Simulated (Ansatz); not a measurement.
HfN and a variant

Base: a COD entry, whose atoms a relaxation with PBE at fixed cell left in place.

```xyz
2
Lattice="0.0000 2.2590 2.2590 2.2590 0.0000 2.2590 2.2590 2.2590 0.0000" Properties=species:S:1:pos:R:3 pbc="T T T"
Hf    0.0000    0.0000    0.0000
N     2.2590    2.2590    2.2590
```

Atom numbers follow the list; atoms alike are taken as one site, whose name carries the number of the first.

Level of theory: DFT, PBE, plane waves and PAW, scalar-relativistic, 420 eV cutoff, Γ-centred 18×18×18 k-points, Fermi–Dirac smearing 0.05 eV (Ansatz 0.2.0).

(1) Variant: z stretched by 1 %, ions relaxed. What happens to the gradients (10²¹ V/m²)?

Answers

(1) 

```csv
site,atoms,V_zz base,η base,V_zz variant,η variant
Hf,1,0.00,–,4.29,0.00
N,2,0.00,–,0.34,0.00
```

The largest change of V_zz is on Hf, from 0.00 to 4.29.

For the base: At this cell the PBE pressure is 5 GPa, so with PBE the cell would grow if it were relaxed.
For the variant: With no gap above 0.1 eV, as in a metal, the gradients converge slowly in k; expect changes of a tenth or more on a denser mesh. Without spin–orbit coupling the gradients at and beside Hf can be off by some per cent, at some sites by more.
